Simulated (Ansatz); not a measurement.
This run works on a proposed trial structure, not on a known crystal.

Input and command of a plane-wave DFT calculation in Ansatz:

```yaml
crystal:
  lattice:
    - [7.3249846582, 0.0, 0.0]
    - [-3.6624923291, 6.3436227964, 0.0]
    - [0.0, 0.0, 3.7006204949]
  atoms:
    - { symbol: Zr, position: [0.0217662653, 0.5108831326, 0.0] }
    - { symbol: Zr, position: [0.4891168674, 0.9782337347, 0.0] }
    - { symbol: Zr, position: [0.4891168674, 0.5108831326, 0.0] }
    - { symbol: Pd, position: [0.0, 0.0, 0.0] }
    - { symbol: Se, position: [0.1667462747, 0.8332537253, 0.5] }
    - { symbol: Se, position: [0.1667462747, 0.3334925494, 0.5] }
    - { symbol: Se, position: [0.6666666667, 0.3333333333, 0.5] }
    - { symbol: Se, position: [0.6665074506, 0.8332537253, 0.5] }
basis:
  ecutwfc: 420
kpoints:
  mp_grid: { grid: [6, 6, 8] }
hamiltonian:
  xc: pbe
scf:
  occupations: { method: gaussian, width: 0.1 }
output:
  forces: true
  stress: true
  eigenvalues: true
relax:
  adjacent_minimum: "off"
  f_tol: 0.01
  max_steps: 30
  cell: { stress_tol: 0.1, fix: [volume] }
```

```bash
ansatz run input.yaml --threads 1 --pin off --max-ram 2560MiB --backend cpu --events-out ev --progress --plain --runs-dir out
```

Processor: Arm Neoverse V2, 1 thread, on a host shared with other jobs.

Question: How long does it run, and how much memory does it take?

Answer: About 4.2 min, peak memory 0.61 GiB. It solves 71 bands at 35 k points (after reduction by symmetry) with about 3373 plane waves, in 42 SCF iterations over 5 ionic steps.
